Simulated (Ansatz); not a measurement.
## BiTe: field gradients at two levels of theory

Cell: a COD entry, ions relaxed with PBE at fixed cell.

Space group P-3m1 (No. 164); a = 4.4220, c = 24.0500 Å, γ = 120.00°.

```
site  Wyckoff  site symmetry       x       y       z
 Bi1       2c            3m.  0.0000  0.0000  0.1248
 Bi3       2d            3m.  0.3333  0.6667  0.2916
 Bi5       2d            3m.  0.6667  0.3333  0.4650
 Te7       2d            3m.  0.3333  0.6667  0.0536
 Te9       2d            3m.  0.6667  0.3333  0.2087
Te11       2c            3m.  0.0000  0.0000  0.3636
```

One atom of each set is listed.

First run. Method: Kohn–Sham DFT in Ansatz, PBE, plane waves and PAW, scalar-relativistic, 420 eV cutoff, Γ-centred 11×11×2 k-points, Fermi–Dirac smearing 0.05 eV.

| site | V_zz (10²¹ V/m²) | η |
| --- | --- | --- |
| Bi1 | 0.77 | 0.00 |
| Bi3 | 2.62 | 0.00 |
| Bi5 | 6.26 | 0.00 |
| Te7 | -1.35 | 0.00 |
| Te9 | 8.10 | 0.00 |
| Te11 | 0.40 | 0.00 |

Second run. The same atoms and settings, except that the functional is PBEsol.

Problem. Given the first result, estimate the second.

Solution. 

```csv
site,V_zz,η,change of V_zz
Bi1,0.78,0.00,+0.01
Bi3,2.57,0.00,-0.05
Bi5,6.63,0.00,+0.37
Te7,-1.16,0.00,+0.19
Te9,7.96,0.00,-0.14
Te11,0.49,0.00,+0.09
```

The largest change of V_zz is on Bi5, from 6.26 to 6.63. In per cent, |V_zz| changes by -2 to +6 on Bi, -14 to -2 on Te (all sites that start above 0.5).

Spin–orbit coupling is left out, which shifts gradients on Bi by a few per cent in wide-gap crystals, and can shift them far more where the calculated gap is small or absent, as here.
For the first run: With a gap of 0.16 eV under a smearing of 0.05 eV the band edges are partly filled, so small gradients can hang on the smearing and the k-mesh.
For the second run: With a gap of 0.15 eV under a smearing of 0.05 eV the band edges are partly filled, so small gradients can hang on the smearing and the k-mesh.
